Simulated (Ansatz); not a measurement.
How settings move the G0W0 gap of C (lonsdaleite)

C, lonsdaleite, relaxed with r2SCAN; one-shot G0W0 in Ansatz without spin-orbit coupling. Calculated for a static, non-magnetic cell.

```
C
1.0
     2.50320    0.00000    0.00000
    -1.25160    2.16783    0.00000
     0.00000    0.00000    4.16887
C
4
Direct
  0.33333 0.66667 0.00023
  0.66667 0.33333 0.50023
  0.33333 0.66667 0.37477
  0.66667 0.33333 0.87477
```

Gaps are read over the mesh points alone. G0W0 here is at a finite number of bands, screening cutoff and k mesh, not at the basis limit.
```
 start       potentials      frequency model   mesh  empty bands  screening cutoff (eV)  Kohn-Sham gap (eV)  G0W0 gap (eV)       rough cost
   PBE              PAW  contour deformation  6×6×4           36                     80                3.32           4.11   7 core-seconds
   PBE              PAW  contour deformation  6×6×4           85                    140                3.32           4.41  16 core-seconds
   PBE              PAW  contour deformation  6×6×4          156                    210                3.32           4.56  40 core-seconds
   PBE              PAW  contour deformation  9×9×4           36                     80                3.32           4.12  26 core-seconds
   PBE              PAW     Godby-Needs pole  6×6×4           85                    140                3.32           4.38  16 core-seconds
   PBE  norm-conserving  contour deformation  6×6×4           85                    140                3.32           4.41  30 core-seconds
   LDA              PAW  contour deformation  6×6×4           85                    140                3.12           4.36  18 core-seconds
r2SCAN              PAW  contour deformation  6×6×4           85                    140                3.60           4.56  26 core-seconds
```

Over the mesh points the PBE gap of 3.32 eV becomes a quasiparticle gap of 4.56 eV (Γ to K), a change of +1.24 eV. Renormalisation factors Z lie between 0.78 and 0.85.

Raising bands and cutoff together moves the gap by +0.30 eV (80 to 140 eV), then +0.15 eV (140 to 210 eV); the last step is still large, so the basis limit isn't reached. A 9×9×4 mesh in place of 6×6×4 changes the opening over PBE by +0.01 eV (the gap on the mesh by +0.01 eV). The Godby-Needs plasmon pole differs from contour deformation by -0.03 eV. Norm-conserving potentials (wave cutoff 1116 eV against 420 eV) shift the quasiparticle gap by 0.00 eV and the PBE gap by 0.00 eV. Starting from LDA (3.12 eV against PBE's 3.32 eV) gives 4.36 eV, -0.05 eV from G0W0@PBE at the same screening cutoff. Starting from r2SCAN (3.60 eV against PBE's 3.32 eV) gives 4.56 eV, +0.15 eV from G0W0@PBE at the same screening cutoff. r2SCAN runs take a wave cutoff of 500 eV.
